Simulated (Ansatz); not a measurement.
Relaxed Nb3Sn (A15, Cr3Si type):

```
Nb3Sn
1.0
    5.31932     0.00000     0.00000
    0.00000     5.31932     0.00000
    0.00000     0.00000     5.31932
Nb Sn
6 2
Direct
  0.25000   0.00000   0.50000
  0.75000   0.00000   0.50000
  0.00000   0.50000   0.25000
  0.00000   0.50000   0.75000
  0.50000   0.25000   0.00000
  0.50000   0.75000   0.00000
  0.00000   0.00000   0.00000
  0.50000   0.50000   0.50000
```

The atoms are displaced by Q × the pattern below (from a DFPT mode at Γ, largest move 1; Q in Å), at fixed cell. It is one choice among 2 degenerate patterns.

```
atom       x       y       z
----  ------  ------  ------
Nb1   -0.354   0.000   0.000
Nb2    0.354   0.000   0.000
Nb3    0.000   0.000   1.000
Nb4    0.000   0.000  -1.000
Nb5    0.000  -0.646   0.000
Nb6    0.000   0.646   0.000
```

Atoms not listed stay in place.

Calculation: PBE (plane waves to 420 eV, PAW, scalar-relativistic; Ansatz, a quantum-chemistry and plane-wave program). k mesh 9×9×9 (Γ-centred), Fermi-Dirac smearing 0.05 eV. Energies are smeared free energies. Left out: 6 of 13 points, with atoms too close for the PAW data. With partly filled bands, energies and forces of such displacements shift with the k mesh and the smearing. Nb3Sn is run without spin polarisation. Nb3Sn was relaxed with its symmetry unable to fall. The zero of ΔE is the undisplaced structure. The last digit holds for this mesh only.

```json
[
 {"Q (Å)": "-0.090", "ΔE (meV/cell)": "111.9"},
 {"Q (Å)": "-0.060", "ΔE (meV/cell)": "38.3"},
 {"Q (Å)": "-0.030", "ΔE (meV/cell)": "7.3"},
 {"Q (Å)": "0.000", "ΔE (meV/cell)": "0.0"},
 {"Q (Å)": "0.030", "ΔE (meV/cell)": "7.4"},
 {"Q (Å)": "0.060", "ΔE (meV/cell)": "37.6"},
 {"Q (Å)": "0.090", "ΔE (meV/cell)": "withheld"}
]
```

### Question
Fit a polynomial form (powers 2, 3, 4) to the given rows and predict ΔE at Q = 0.090.

### Answer
Least squares on the 6 given rows: ΔE = (7931)·Q² + (-1191)·Q³ + (713900)·Q⁴, in meV/cell with Q in Å; root-mean-square residual 0.24 meV/cell. At 0.090 the fit gives 110.2 meV/cell; the calculation gives 106.0 meV/cell, so the extrapolation is off by 4.2 (+4.0 %). The quadratic term alone would give 64.2 meV/cell.

(For displaced atoms, the force is minus the slope of the energy, and its curvature is a force constant, which sets phonon frequencies.)
